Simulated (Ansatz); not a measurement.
Question: Name crystals whose computed values (plane-wave PAW PBEsol (Ansatz code)) fall in these windows: ε∞ 11 to 14; gap (eV) 0.64 to 0.79.

Answer: 

```json
[
 {"crystal": "FeBiO3, Amm2 (Bi on 2b, Fe on 2a, O on 2b, O on 4d)", "ε∞": "12.8", "gap (eV)": "0.74"}
]
```
Others may fit too.

Spin orders computed, not proven ground states: FeBiO3, Amm2 (Bi on 2b, Fe on 2a, O on 2b, O on 4d) antiferromagnetic. Typed or built starts, not in the databases checked: FeBiO3, Amm2 (Bi on 2b, Fe on 2a, O on 2b, O on 4d). Not the usual ambient phase: FeBiO3, Amm2 (Bi on 2b, Fe on 2a, O on 2b, O on 4d). The cell was relaxed under the symmetry of its start. Cells of antiferromagnets are given as chemical subcells. No Hubbard U is applied. Scalar-relativistic: spin–orbit coupling is off unless named, which matters more the heavier the elements.

Potentials: the earlier of the program's two PAW sets. The files were generated under PBE; for other functionals the program regenerates the frozen cores, and for LDA and PBEsol the local potential too.
